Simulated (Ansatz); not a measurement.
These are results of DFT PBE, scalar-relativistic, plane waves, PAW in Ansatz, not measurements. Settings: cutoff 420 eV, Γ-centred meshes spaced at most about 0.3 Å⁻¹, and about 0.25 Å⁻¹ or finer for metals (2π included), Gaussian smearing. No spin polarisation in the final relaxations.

Each of these unrelaxed guesses is relaxed in cell and atoms within its symmetry. A guess keeps its type if space group and coordination stay and the shape of the cell changes little (axis ratios within about 15 %, angles within 6°); the volume may change.

1. Si4PI

Space group F-43m (No. 216). a = 7.734 Å, b = 7.734 Å, c = 7.734 Å, α = 90.00°, β = 90.00°, γ = 90.00°
| atom | site | symmetry | x | y | z |
| --- | --- | --- | --- | --- | --- |
| Si | 16e | .3m | 0.6254 | 0.1254 | 0.8746 |
| P | 4a | -43m | 0.0000 | 0.0000 | 0.0000 |
| I | 4d | -43m | 0.2500 | 0.2500 | 0.7500 |

2. AgRuS2 (collinear spin from parallel moments)

Space group P-4m2 (No. 115). a = 3.960 Å, b = 3.960 Å, c = 5.600 Å, α = 90.00°, β = 90.00°, γ = 90.00°
```csv
atom,site,symmetry,x,y,z
Ag,1c,-4m2,0.5000,0.5000,0.5000
Ru,1a,-4m2,0.0000,0.0000,0.0000
S,2g,2mm.,0.5000,0.0000,0.2500
```

3. BaBr

Space group P-6m2 (No. 187). a = 4.508 Å, b = 4.508 Å, c = 4.790 Å, α = 90.00°, β = 90.00°, γ = 120.00°
```csv
atom,site,symmetry,x,y,z
Ba,1f,-6m2,0.6667,0.3333,0.5000
Br,1a,-6m2,0.0000,0.0000,0.0000
```

4. Te3Pb2

Space group R-3m:H (No. 166). a = 7.734 Å, b = 7.734 Å, c = 15.470 Å, α = 90.00°, β = 90.00°, γ = 120.00°
```csv
atom,site,symmetry,x,y,z
Te,9d,.2/m,0.1667,0.3333,0.8333
Pb,6c,3m,0.3333,0.6667,0.7336
```

**Question.** Which guesses survive the relaxation?

**Answer.** Guesses 1, 2 and 3 keep their type.

```
guess  kept  start group  end group  V start (Å³/atom)  V end  b/a and c/a, end over start  nearest neighbours start  nearest neighbours end
    1   yes        F-43m      F-43m               19.3   18.3                   1.00, 1.00          I 16, P 16, Si 6        I 16, P 16, Si 6
    2   yes        P-4m2      P-4m2               22.0   20.9                   1.00, 0.97           Ag 4, Ru 4, S 4         Ag 4, Ru 4, S 4
    3   yes        P-6m2      P-6m2               42.1   38.2                   1.00, 1.05                Ba 6, Br 6              Ba 6, Br 6
    4    no         R-3m       R-3m               53.4   76.8                   1.00, 1.59                Pb 1, Te 2              Pb 3, Te 2
```

Neighbours count within 15 % of an atom's shortest distance; end groups are read at 0.02 Å (0.05 Å in metals).

No dispersion correction is applied, so the spacing and binding between layers, chains or molecules are poorly described (Te3Pb2 R-3m). These runs have no spin–orbit coupling, which can matter for I, Pb and Te. In AgRuS2 P-4m2, BaBr P-6m2 an odd number of electrons in the primitive cell allows no gap without spin; a larger cell or a magnetic state could open one. A magnetic state wasn't ruled out in cells without spin, among them Si4PI F-43m, BaBr P-6m2. Cells relaxed within their symmetry can be saddle points.
